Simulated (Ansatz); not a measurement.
**Au: rigid cleavage**

The calculation used Ansatz, DFT PBEsol, scalar-relativistic, plane waves, PAW. The runs took a 420 eV cutoff, a Γ-centred 24×24×6 mesh and Gaussian smearing (0.15 eV). Spin–orbit coupling is left out, which can shift energies with elements as heavy as these. No spin polarisation. Energies are free energies at this smearing, counted from the undisturbed cell; pressure is positive in compression.

The undisturbed cell (relaxed at this level; this form isn't the usual structure):

```
Au
1.0
    -1.43260   -2.48133    0.00000
     1.43260   -2.48133    0.00000
     0.00000    0.00000    9.58116
Au
4
Direct
  0.66667 0.66667 0.12500
  0.66667 0.66667 0.62500
  0.33333 0.33333 0.87500
  0.33333 0.33333 0.37500
```

The cut lies on the cell's a–b face, a (0 0 1) plane (indices in the standard cell, whose axes needn't be the Cartesian ones shown) of area 7.11 Å², between layers 2.40 Å apart. Vector c is lengthened by d along the normal with the atoms' Cartesian places fixed: one unrelaxed cut a cell. The cell is metallic on the mesh throughout.

**Question.** Over the sampled range (0.00 to 6.00), is the undisturbed cell the lowest point?

**Answer.** Yes, every other sampled point lies higher.

The scan:

| d (Å) | energy (J/m²) |
| --- | --- |
| 0.00 | 0.00 |
| 0.50 | 0.55 |
| 1.00 | 1.19 |
| 2.00 | 1.78 |
| 3.00 | 1.88 |
| 6.00 | 1.90 |

Cost: 6 runs of about 7.8 core-minutes in all, on Arm Neoverse V1 (shared hosts).